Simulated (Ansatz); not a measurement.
PbS:
```xyz
2
Lattice="0.0000 3.3008 3.3008 3.3008 0.0000 3.3008 3.3008 3.3008 0.0000" Properties=species:S:1:pos:R:3 pbc="T T T"
S      1.6504     1.6504     1.6504
Pb     0.0000     0.0000     0.0000
```

Relaxed with r²SCAN. Special points in fractions of this cell's reciprocal vectors: Γ (0.000, 0.000, 0.000); X (0.500, 0.000, 0.500); U (0.625, 0.250, 0.625); K (0.375, 0.375, 0.750); L (0.500, 0.500, 0.500); W (0.500, 0.250, 0.750).

Problem. List the band energies nearest the valence-band maximum at these points for plane-wave PAW r²SCAN with spin–orbit coupling (Ansatz code).

Solution. In eV from the valence-band maximum; about four levels below and three above (degenerate sets whole), none deeper than 8.9 eV; points with the same levels are listed once.

```csv
k,below,above
Γ,-1.83 -1.83 -1.83 -1.83,1.47 1.47 3.25 3.25 3.25 3.25
X,-3.00 -3.00 -0.51 -0.51,0.85 0.85 4.77 4.77
U,-2.94 -2.88 -0.38 -0.36,1.71 1.99 3.88
L,-2.30 -2.30 -1.95 -1.95,2.64 2.64 3.87 3.87
W,-3.26 -3.18 -0.05 0.00,2.02 2.61 3.03
```

Space group F-43m (zinc blende). The start of the workflow was typed in or built on a structure type; neither database checked (COD, Materials Project) lists it. It is not the phase usual at ambient conditions (space group No. 225). The r²SCAN relaxation kept the symmetry of its start. At this level the phase is mechanically unstable.

Potentials: the later of the program's two PAW sets.
